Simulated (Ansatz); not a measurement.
A: Lu (hcp, Mg type), a = 3.5071 Å, b = 3.5071 Å, c = 5.4621 Å, α = 90.00°, β = 90.00°, γ = 120.00°
B: Ti (hcp, Mg type), a = 2.939 Å, b = 2.939 Å, c = 4.650 Å, α = 90.00°, β = 90.00°, γ = 120.00°
C: Se (trigonal-Se type, space group P3_121), a = b = 4.5345 Å, c = 5.0415 Å, α = β = 90.00°, γ = 120.00°

Scan: energy against volume (even scaling of the relaxed cell, symmetry kept). All come from one method, each on a k mesh of its own. All were relaxed with their symmetry unable to fall. Lu is run without spin polarisation. Ti is run without spin polarisation.

Q: Put the candidates in order of bulk modulus at fixed cell shape (fitted), highest first, for PBE (plane waves to 420 eV, PAW, scalar-relativistic; Ansatz, a first-principles code).

A: B (112 GPa), A (46.7 GPa), C (13.8 GPa)

(A scan under strain: stresses follow from slopes of the energy per volume, elastic moduli from its curvatures.)
